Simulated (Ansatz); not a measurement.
MgZn₂O₃:
```
CELL_PARAMETERS angstrom
      3.00882     0.00000     0.00000
     -1.50441     2.60571     0.00000
      0.00000     0.00000     7.33409
ATOMIC_POSITIONS crystal
  Mg 0.00000 0.00000 0.00000
  Zn 0.33333 0.66667 0.66823
  Zn 0.66667 0.33333 0.33177
  O  0.33333 0.66667 0.16173
  O  0.66667 0.33333 0.83827
  O  0.00000 0.00000 0.50000
```

Relaxed with PBEsol. Special points in fractions of this cell's reciprocal vectors: Γ (0.000, 0.000, 0.000); M (0.500, 0.000, 0.000); K (0.333, 0.333, 0.000); A (0.000, 0.000, 0.500); L (0.500, 0.000, 0.500); H (0.333, 0.333, 0.500).

Question: List the band energies nearest the valence-band maximum at these points for plane-wave PAW PBEsol (Ansatz code).

Answer: In eV from the valence-band maximum; about four levels below and three above (degenerate sets whole), none deeper than 8.9 eV; points with the same levels are listed once.

```
k                    below           above
-  -----------------------  --------------
Γ    -0.93 -0.93 0.00 0.00  1.88 5.55 5.63
M  -1.66 -1.19 -0.73 -0.32  5.30 6.94 7.38
K  -2.64 -1.07 -1.07 -0.53  7.40 7.40 8.53
A  -0.59 -0.59 -0.10 -0.10  3.25 4.14 5.99
L  -2.14 -1.55 -0.15 -0.11  5.72 6.00 7.35
H  -2.09 -1.39 -1.39 -0.86  7.56 7.56 8.88
```

Space group P-3m1. The workflow started from a Materials Project entry (that database holds measured and hypothetical structures alike); the Crystallography Open Database copy checked does not list it. With Mg and Zn taken as one species the cell has the higher symmetry Fm-3m, so it may be an ordered model of a mixed-site phase. Whether it is the stable phase at ambient conditions was not checked. The cell was relaxed with PBEsol under the symmetry of its start; of distortions, only those at the zone centre were tested.

Potentials: the later of the program's two PAW sets.
